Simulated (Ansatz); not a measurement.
With r²SCAN (plane waves, PAW; program Ansatz), IrOs in the monoclinic phase (Pm; Pearson symbol mP16) relaxes to a = 7.668 Å, b = 3.840 Å, c = 7.671 Å, β = 90.0°. Os on 1a has 12 nearest neighbours from 2.70 Å (cuboctahedral); Ir on 1b has 12 nearest neighbours from 2.70 Å (cuboctahedral); Os on 1b has 12 nearest neighbours from 2.69 Å (cuboctahedral); Ir on 1a has 12 nearest neighbours from 2.70 Å (cuboctahedral). Against the elements it lies at 0.044 eV/atom, with no fitted shifts.

Electronic character: metallic (no gap).

The start of the workflow was typed in or built on a structure type; neither database checked (COD, Materials Project) lists it. Whether it is the stable phase at ambient conditions was not checked. The r²SCAN relaxation kept the symmetry of its start; whether a distortion lowers the energy is not shown. No spin polarisation was allowed. Axis ratios of metals converge slowly with the k-mesh, so a and c are less sure than the volume. The references are the lowest solids computed at this level, not always the standard phases. Scalar-relativistic: spin–orbit coupling is off unless named, which matters more the heavier the elements.

Potentials: the earlier of the program's two PAW sets. The files were generated under PBE; for other functionals the program regenerates the frozen cores, and for LDA and PBEsol the local potential too.
